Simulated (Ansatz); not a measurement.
CaPd5 in space group P6/mmm (No. 191; Ca on 1a, Pd on 3g, Pd on 2c) at seven volumes, DFT-r²SCAN in the program Ansatz with PAW potentials, shape and atoms relaxed at each. One row is withheld.

```
V (Å³/atom)  P (GPa)
-----------  -------
16.287         15.37
16.824          9.28
17.361          4.22
17.898          0.01
18.435         -3.48
18.972             ?
19.509         -8.76
```

**Question.** Fit the shown pressures and predict the withheld one.

**Answer.** Third-order Birch–Murnaghan: P = (3/2)B₀(x^(7/2) − x^(5/2))[1 + (3/4)(B′ − 4)(x − 1)] with x = (V₀/V)^(2/3). Least squares on the six rows gives V₀ = 17.900 Å³/atom, B₀ = 127.3 GPa, B′ = 5.20. At V = 18.972, x = 0.9620 and P = -6.37 GPa. The run itself gave -6.37 GPa.

The workflow started from an entry of the Crystallography Open Database (COD). Whether it is the stable phase at ambient conditions was not checked. The r²SCAN relaxation kept the symmetry of its start; whether a distortion lowers the energy is not shown. No spin polarisation was allowed.

Potentials: the later of the program's two PAW sets.
